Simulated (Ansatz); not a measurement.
ReW:
```xyz
2
Lattice="3.1309 0.0000 0.0000 0.0000 3.1309 0.0000 0.0000 0.0000 3.1309" Properties=species:S:1:pos:R:3 pbc="T T T"
W      0.0000     0.0000     0.0000
Re     1.5654     1.5654     1.5654
```

Relaxed with r²SCAN. Special points in fractions of this cell's reciprocal vectors: Γ (0.000, 0.000, 0.000); X (0.000, 0.500, 0.000); M (0.500, 0.500, 0.000); R (0.500, 0.500, 0.500).

### Question
List the band energies nearest the Fermi level at these points for plane-wave PAW r²SCAN (Ansatz code).

### Answer
In eV from the Fermi level; about four levels below and three above (degenerate sets whole), none deeper than 8.9 eV; points with the same levels are listed once.

```json
[
 {"k": "Γ", "below": "-6.87 -6.87 -2.32 -2.32 -2.32", "above": "1.57 1.57 4.34 4.34 4.34"},
 {"k": "X", "below": "-1.93 -1.93 -1.08 -1.08 -0.21", "above": "1.06 2.25 3.53"},
 {"k": "M", "below": "-4.70 -4.70 -0.01 -0.01", "above": "1.07 1.69 1.72"},
 {"k": "R", "below": "-4.20 -4.20 -4.20 -3.86 -3.86 -3.86", "above": "1.87 1.87 3.29 3.29"}
]
```

Space group Pm-3m (CsCl type). A made-up cell: these elements were put on the sites of a structure type; neither database checked (COD, Materials Project) lists it. Whether it is the stable phase at ambient conditions was not checked. The cell was relaxed with r²SCAN under the symmetry of its start; its stability against distortions is not shown here. The run is not spin-polarised. Scalar-relativistic: spin–orbit coupling is off unless named, which matters more the heavier the elements.

Potentials: the earlier of the program's two PAW sets.
